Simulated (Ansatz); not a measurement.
The start is a relaxed La cell shaken by Gaussian noise of σ = 0.08 Å a coordinate. The structure is fully relaxed (lattice and positions, P = 0) with PBE (plane waves to 420 eV, PAW, scalar-relativistic; Ansatz, a quantum-chemistry and plane-wave program). First-step values are on the input's coarse k-mesh.

Ansatz input (later rounds restart from its end on a renewed k-mesh):
Ansatz 0.2 input:
```yaml
crystal:
  lattice:
    - [-4.1448570482, 4.1448570482, 4.1448570482]
    - [4.1448570482, -4.1448570482, 4.1448570482]
    - [4.1448570482, 4.1448570482, -4.1448570482]
  atoms:
    - { symbol: La, position: [0.2843397635, 0.3034068868, 0.2811483063] }
    - { symbol: La, position: [0.4971842627, -0.0122193557, 0.2279709653] }
    - { symbol: La, position: [-0.0164134802, 0.1976970529, 0.5185460498] }
    - { symbol: La, position: [0.1892081478, 0.4882107149, -0.0035824367] }
    - { symbol: La, position: [0.7136969071, 0.6981164928, 0.7095998719] }
    - { symbol: La, position: [0.4955896683, 0.0190889332, 0.7931502645] }
    - { symbol: La, position: [0.016717897, 0.7971632339, 0.4846403817] }
    - { symbol: La, position: [0.812952656, 0.5085035839, 0.031742998] }
basis: { ecutwfc: 420, ecutrho_ratio: 4, xc_grid: 2, fft_grid_basis: typed }
kpoints: { mp_grid: { grid: [6, 6, 6] } }
hamiltonian:
  xc: pbe
  dispersion: none
  pseudopotentials: { azcp: { folder: ./paw }, kind: paw }
scf: { occupations: { method: fermi_dirac, width: 0.05 } }
relax: { f_tol: 0.01, max_steps: 100, cell: { stress_tol: 0.02 } }
output: { forces: true, stress: true }
```

### Question
How much energy is released per atom?

### Answer
0.67 eV/atom.

### Question
How does the volume per atom move from start to end?

### Answer
+4.2 %, from 35.60 to 37.09 Å³/atom.

### Question
What does it relax into? Give the structure.

### Answer

```cif
data_La8
_chemical_formula_sum 'La8'
_space_group_name_H-M_alt 'Cmcm'
_space_group_IT_number 63
_space_group_name_Hall '-C 2c 2'
_cell_length_a 3.64250
_cell_length_b 14.02078
_cell_length_c 5.80949
_cell_angle_alpha 90.000
_cell_angle_beta 90.000
_cell_angle_gamma 90.000
loop_
_atom_site_label
_atom_site_type_symbol
_atom_site_symmetry_multiplicity
_atom_site_Wyckoff_symbol
_atom_site_fract_x
_atom_site_fract_y
_atom_site_fract_z
_atom_site_occupancy
La1 La 4 c 0.00000 0.43727 0.25000 1
La2 La 4 c 0.00000 0.18556 0.25000 1
```
(The calculation used a cell of 4 atoms; values per cell refer to that cell.)

Final values are on a 13×8×7 k-mesh of the relaxed cell. The start holds a very short contact (La–La 2.71 Å). No spin polarisation in the result.

The relaxed structure here is a generated cell of La: the first start was made by placing the elements on the sites of a structure type, and the end was not matched to a known phase here, so it may be hypothetical. Known forms of La include space group No. 194.
